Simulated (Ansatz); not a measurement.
## ¹⁷O nuclear quadrupole resonance in La2S3O12

Cell: a Materials Project structure (computed, not necessarily an observed phase), atoms as given.

```cif
data_La2S3O12
_symmetry_space_group_name_H-M 'R-3c:H'
_symmetry_Int_Tables_number 167
_cell_length_a 9.6842
_cell_length_b 9.6842
_cell_length_c 24.6058
_cell_angle_alpha 90.000
_cell_angle_beta 90.000
_cell_angle_gamma 120.000
loop_
_atom_site_label
_atom_site_type_symbol
_atom_site_symmetry_multiplicity
_atom_site_Wyckoff_symbol
_atom_site_fract_x
_atom_site_fract_y
_atom_site_fract_z
La La 12 c 0.0000 0.0000 0.8551
S S 18 e 0.6255 0.6667 0.4167
O11 O 36 f 0.5490 0.6905 0.4654
O23 O 36 f 0.3569 0.4757 0.5757
```

One atom of each set is listed; the run and its k-mesh use a cell of 34 atoms with edges of 9.93, 9.93, 9.93 Å.

The numbers come from a DFT calculation in Ansatz (r2SCAN, plane waves and PAW, scalar-relativistic, 500 eV cutoff, Γ-centred 3×3×3 k-points, Fermi–Dirac smearing 0.02 eV).

¹⁷O: I = 5/2, Q = -25.58 mb (year-2017 value). Static lattice, zero field.

Task: At which frequencies do the ¹⁷O NQR lines lie?

Result: For I = 5/2 and η = 0 the lines are 3|C_Q|/20 and twice that; η pulls their ratio below 2.

```
site  atoms  V_zz (10²¹ V/m²)  C_Q (MHz)     η  line frequencies (MHz)
 O11     12             14.17      -8.76  0.00              1.31, 2.63
 O23     12             14.09      -8.72  0.02              1.31, 2.61
```

At O11 and O23 V_zz points along its bond to S (within 2°) in each case.

The largest force is 0.6 eV/Å, so the atoms aren't at the calculated equilibrium and relaxing them would move these values.
